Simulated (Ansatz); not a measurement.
Cell and atoms are relaxed with the symmetry kept. Start:

Space group F-43m (No. 216). a = 5.600 Å, b = 5.600 Å, c = 5.600 Å, α = 90.00°, β = 90.00°, γ = 90.00°
```tsv
atom	site	symmetry	x	y	z
Mn	4a	-43m	0.0000	0.0000	0.0000
S	4d	-43m	0.2500	0.2500	0.7500
```

These are results of Ansatz 0.2.0, DFT r2SCAN, scalar-relativistic, plane waves, PAW, not measurements.

Plane waves to 500 eV, a k mesh through Γ of 12×12×12 on the computed 2-atom cell and Gaussian smearing (0.02 eV); collinear spin from starting moments 4.73 0.12 μB.

What does it relax to?

The volume rises by 0.55 Å³/atom to 22.51 Å³/atom, and the energy falls by 3.0 meV/atom. The cell ends with a moment of 5.00 μB (only this magnetic start was tried). Final structure:
```yaml
crystal:
  lattice:
    - [0.00000, 2.82336, 2.82336]
    - [2.82336, 0.00000, 2.82336]
    - [2.82336, 2.82336, 0.00000]
  atoms:
    - { symbol: Mn, position: [0.00000, 0.00000, 0.00000] }
    - { symbol: S, position: [0.25000, 0.25000, 0.25000] }
```

Course of the relaxation (steps run on the plane waves of an earlier cell, and the basis is chosen afresh near the end, so energy and pressure can step there; trial steps that raised the energy were taken back; energies are free energies):

```tsv
step	E − E_final (meV/atom)	P (GPa)	V (Å³/atom)
1	3.0	1.76	21.95
2	0.4	0.43	22.37
3	0.2	0.02	22.51
4	0.0	0.02	22.51
```

The state reached may not be the lowest one. The cell holds one magnetic atom, so it can only be ferromagnetic; an antiferromagnetic order may lie lower.